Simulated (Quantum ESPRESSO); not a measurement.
## Band energies of Mg₂Ge

```
CELL_PARAMETERS angstrom
      0.00000     3.14309     3.14309
      3.14309     0.00000     3.14309
      3.14309     3.14309     0.00000
ATOMIC_POSITIONS crystal
  Mg 0.75000 0.75000 0.75000
  Mg 0.25000 0.25000 0.25000
  Ge 0.00000 0.00000 0.00000
```

norm-conserving LDA (Quantum ESPRESSO, 84 Ry, no spin-orbit coupling); path ΓXWKΓLUWLK,UX; energies in eV from the valence-band maximum.

```
k (1/Å)  point  band 13  band 14  band 15  band 16  band 17  band 18  band 19  band 20
-------  -----  -------  -------  -------  -------  -------  -------  -------  -------
0.00         Γ   -23.77    -9.99     0.00     0.00     0.00     1.14     2.89     2.89
0.33             -23.77    -9.68    -1.80    -0.81    -0.81     2.01     2.61     4.19
0.67             -23.77    -8.84    -3.68    -1.73    -1.73     0.86     0.96     6.35
1.00         X   -23.77    -8.21    -4.67    -2.07    -2.07     0.10     0.58     8.11
1.50         W   -23.77    -8.18    -3.78    -3.78    -2.80     2.81     3.83     3.90
1.85         K   -23.77    -8.23    -4.22    -3.62    -1.73     0.71     3.21     6.22
2.17             -23.77    -8.70    -3.97    -3.10    -0.95     1.72     4.28     4.59
2.59             -23.77    -9.71    -1.99    -0.95    -0.09     2.21     3.12     3.22
2.91         Γ   -23.77    -9.99     0.00     0.00     0.00     1.14     2.89     2.89
3.24             -23.77    -9.70    -2.25    -0.31    -0.31     1.66     3.35     3.35
3.67             -23.77    -8.78    -4.85    -0.73    -0.73     1.11     2.85     2.85
3.78         L   -23.77    -8.70    -5.00    -0.75    -0.75     1.09     2.81     2.81
3.98             -23.77    -8.61    -4.87    -1.76    -0.99     1.70     2.74     3.33
4.29             -23.77    -8.30    -4.23    -3.57    -1.59     0.89     3.89     5.43
4.39         U   -23.77    -8.23    -4.22    -3.62    -1.73     0.71     3.21     6.22
4.74         W   -23.77    -8.18    -3.78    -3.78    -2.80     2.81     3.83     3.90
5.01             -23.77    -8.36    -4.38    -3.13    -1.94     2.37     2.76     4.94
5.27             -23.77    -8.63    -4.90    -1.56    -0.96     1.78     2.48     3.29
5.45         L   -23.77    -8.70    -5.00    -0.75    -0.75     1.09     2.81     2.81
5.63             -23.77    -8.63    -4.90    -1.56    -0.93     1.67     2.65     3.20
5.89             -23.77    -8.37    -4.40    -3.25    -1.47     1.08     4.26     4.85
6.06         K   -23.77    -8.23    -4.22    -3.62    -1.73     0.71     3.21     6.22
6.06         U   -23.77    -8.23    -4.22    -3.62    -1.73     0.71     3.21     6.22
6.42         X   -23.77    -8.21    -4.67    -2.07    -2.07     0.10     0.58     8.11
```

The LDA gap is indirect, 0.10 eV, from Γ to X; the smallest direct gap is 1.14 eV.

Spin-orbit splittings are left out.

Geometry relaxed with LDA.
